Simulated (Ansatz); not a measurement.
**TaO₄F, a known structure type with other elements, at an estimated volume**

```
Ta F O
1.0
    -2.37181    2.37181    3.21405
     2.37181   -2.37181    3.21405
     2.37181    2.37181   -3.21405
Ta F O
1 1 4
Direct
  0.00000 0.00000 0.00000
  0.25000 0.75000 0.50000
  0.38900 0.35000 0.50300
  0.65000 0.15300 0.03900
  0.84700 0.88600 0.49700
  0.11400 0.61100 0.96100
```

Single point in Ansatz 0.2.0 with r2SCAN, no spin polarisation. Cutoff 500 eV, PAW datasets, 8×8×8 Γ-centred k mesh, fermi-dirac filling (width 0.1 eV).

Forces: The largest is on O3 (and as large on other atoms): 1.10 eV/Å, components (0.32, 0.50, 0.93). It makes 146° with the line to a nearest neighbour, Ta1 at 1.85 Å, pointing away from it.
Contacts: Ta–O at 1.85 Å: least valence density 1.24 e/Å³ and ELF 0.32 there. F–O at 2.00 Å: least valence density 0.41 e/Å³ and ELF 0.13 there. Both are smooth PAW fields, read partly inside the augmentation spheres.
Charges: Bader charges in e: Ta +2.85, O -0.66, F -0.21. In the mean Ta gives up most and O takes most.
Electronic structure: It is a metal, with about 4.6 states/eV a cell as the mean within 0.25 eV of the Fermi level, mostly O p (81 %) and F p (16 %).
Stress: The pressure is 6.3 GPa (compression positive), so with the atoms held at these fractions the cell would first expand; the forces are large, so a full relaxation may end otherwise. The principal stresses 3.4, 7.8, 7.8 GPa differ, so its shape would change too.

Origin: a known structure type with other elements, at an estimated volume, so it need not be a known compound. Caveats: many states at the Fermi level without spin polarisation, so a magnetic state may lie lower.

Run time, from a saved density: 63 s on 1 thread of AMD EPYC 9R45 (Zen 5), with other jobs on the host, peak memory 0.65 GiB. The time holds forces, stress, Bader, DOS, bands, ELF.
